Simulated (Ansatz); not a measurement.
CuCl (zinc blende), conventional cell a = b = c = 5.4240 Å, α = β = γ = 90.00°. The calculation uses the primitive cell of 2 atoms, to which meshes and values per cell refer.

Equation-of-state scan: isotropic scaling of the cell above, V₀ being its volume. Symmetry pins the atoms to their sites.

Calculation: PBE (plane waves to 420 eV, PAW, scalar-relativistic; Ansatz, a program for electronic structure). k mesh 11×11×11 (Γ-centred), Fermi-Dirac smearing 0.05 eV. The energy includes the smearing's −TS. CuCl is run without spin polarisation. CuCl was relaxed with its symmetry unable to fall. ΔE is measured from the relaxed starting cell.

```tsv
V (Å³/atom)	ΔE (meV/atom)
17.952	37.6
18.285	25.2
18.617	15.5
18.950	8.4
19.282	3.6
19.614	0.9
19.947	0.0
20.279	0.8
20.612	3.1
20.944	6.9
21.277	11.8
21.609	17.9
21.942	24.9
```

Question: What is the fitted pressure derivative B₀′?

Answer: 5.1.

Question: What bulk modulus B₀ follows from a third-order Birch-Murnaghan fit?

Answer: 48.7 GPa.

(Under strain, the slope of the energy per volume gives the stress and its curvature an elastic modulus.)
